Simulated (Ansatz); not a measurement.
**Data sheet: CaB3N3 (DFT)**

CaB3N3:
```cif
data_B6Ca2N6
_chemical_formula_sum 'B6 N6 Ca2'
_space_group_name_H-M_alt 'P63/mcm'
_space_group_IT_number 193
_space_group_name_Hall '-P 6c 2'
_cell_length_a 4.33563
_cell_length_b 4.33563
_cell_length_c 17.09143
_cell_angle_alpha 90.000
_cell_angle_beta 90.000
_cell_angle_gamma 120.000
loop_
_atom_site_label
_atom_site_type_symbol
_atom_site_symmetry_multiplicity
_atom_site_Wyckoff_symbol
_atom_site_fract_x
_atom_site_fract_y
_atom_site_fract_z
_atom_site_occupancy
B1 B 6 g 0.33349 0.33349 0.75000 1
N1 N 6 g 0.33315 0.33315 0.25000 1
Ca1 Ca 2 b 0.00000 0.00000 0.00000 1
```

Space group P6_3/mcm (No. 193); conventional cell a = b = 4.336 Å, c = 17.091 Å, α = β = 90.00°, γ = 120.00°.

Method: PBE (plane waves, PAW; program Ansatz). Geometry: relaxed at this level of theory. Other levels are named where they apply.

**Cell and energy**

```yaml
volume_per_atom: 19.87 Å³
density: 1.37 g/cm³
Formation energy from the elements (no fitted shifts): -0.94 eV/atom
```

**Electronic structure**

```yaml
electronic_character: metallic (no gap)
Density of states at the Fermi level: 0.12 states/eV per atom (mean over ±0.08 eV)
```

**Mechanics**

```yaml
Bulk modulus (Birch–Murnaghan fit): 3.3 GPa
Pressure derivative B′: 11.2
```

The start of the workflow was typed in or built on a structure type; neither database checked (COD, Materials Project) lists it. Its standing as an ambient phase is unchecked. The cell was relaxed with PBE under the symmetry of its start; its stability against distortions is not shown here. The volume moved by 99 % from the start of the relaxation. The references are the lowest solids computed at this level, not always the standard phases (solids in place of the gases).

Potentials: the earlier of the program's two PAW sets.
